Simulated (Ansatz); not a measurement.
Zone-centre phonons of AlN at 12 GPa: input and output

Theory: DFT LDA, scalar-relativistic, plane waves, PAW (Ansatz 0.2.0).

Launched with:
```bash
ansatz run input.yaml --threads 1 --pin off --max-ram 3072MiB --backend cpu --events-out ev --progress --plain --runs-dir out
```

Input (bare energies are in eV):
```yaml
crystal:
  lattice:
    - [0.0, 2.1340533238, 2.1340533238]
    - [2.1340533238, 0.0, 2.1340533238]
    - [2.1340533238, 2.1340533238, 0.0]
  atoms:
    - { symbol: Al, position: [0.0, 0.0, 0.0] }
    - { symbol: "N", position: [0.75, 0.75, 0.75] }
basis:
  ecutwfc: 420
kpoints:
  mp_grid: { grid: [10, 10, 10] }
hamiltonian:
  xc: lda
scf:
  occupations: { method: fixed }
output:
  eigenvalues: true
phonons:
  method: dfpt
  dielectric: true
  rigid_motions: translations
  eigenvectors: true
```

The end of the output:
```
--- Phonons (Γ-DFPT): 2 representative perturbations + reference, on 171 of 1000 k-points (Σ response iterations 6) ---
  k mesh reduced under 4 symmetry operations, with k and −k counted as one. Each operation leaves every solved perturbation unchanged. A smaller set is not considered because the run solves the response ...
  ASR residual: 1.122e-4 → 0.000e0 eV/Å²; symmetrization residual: 1.356e-6 eV/Å²
  ASR residual per site (eV/Å²): 7.35e-6 1.12e-4
  Γ frequencies (cm⁻¹): 0.00 0.00 0.00 714.42 714.42 714.42
  ε∞ (high-frequency dielectric tensor):
        4.460401     0.000000     0.000000
        0.000000     4.460401     0.000000
        0.000000     0.000000     4.460401
  ε⁰ (static dielectric tensor: ions relaxed, cell fixed):
        7.927403    -0.000000     0.000000
       -0.000000     7.927403    -0.000000
        0.000000    -0.000000     7.927403
  ε⁰ − ε∞ (ionic part):
        3.467002    -0.000000     0.000000
       -0.000000     3.467002    -0.000000
        0.000000    -0.000000     3.467002
  softest optical mode at Γ: 714.42 cm⁻¹; the repairs (sum rule, projections) moved no ω² at Γ by more than (1.53 cm⁻¹)²
  Born effective charges Z* (e; rows j = field, columns β = displacement):
    site 0:
         2.53874   -0.00000    0.00000
        -0.00000    2.53874    0.00000
         0.00000    0.00000    2.53874
    site 1:
        -2.53874    0.00000   -0.00000
         0.00000   -2.53874   -0.00000
        -0.00000   -0.00000   -2.53874
  Z* charge neutrality: 1.291e-3 e pre-enforcement
  solved inside a basis spanned on kpoints, on 10×10×10 k-points, its susceptibility summed on 14×14×14: ε∞ is read to err by 1.2e-2, Z* by 9.0e-3 e (field_mesh: kpoints solves on kpoints); Z* is corrected for ...
  optical modes at Γ without the LO–TO term, one row a degenerate level:
      ω (cm⁻¹) modes IR ((D/Å)²/amu)
        714.42      3            48.3803
  optical modes at Γ + LO–TO along q̂ = [1.0000, 0.0000, 0.0000]:
      ω (cm⁻¹) modes IR ((D/Å)²/amu)
        714.42      2            32.2536
        952.43      1            16.1268
  optical modes at Γ + LO–TO along q̂ = [0.0000, 1.0000, 0.0000]:
      ω (cm⁻¹) modes IR ((D/Å)²/amu)
        714.42      2            32.2536
        952.43      1            16.1268
  optical modes at Γ + LO–TO along q̂ = [0.0000, 0.0000, 1.0000]:
      ω (cm⁻¹) modes IR ((D/Å)²/amu)
        714.42      2            32.2536
        952.43      1            16.1268
```

The run took 37 s on 1 thread of Intel(R) Xeon(R) Platinum 8259CL CPU @ 2.50GHz (Skylake/Cascade Lake), on a shared host, peak memory 0.49 GiB.

Other phases may be more stable at this pressure.

This zinc-blende form isn't the usual stable structure of the compound at low pressure.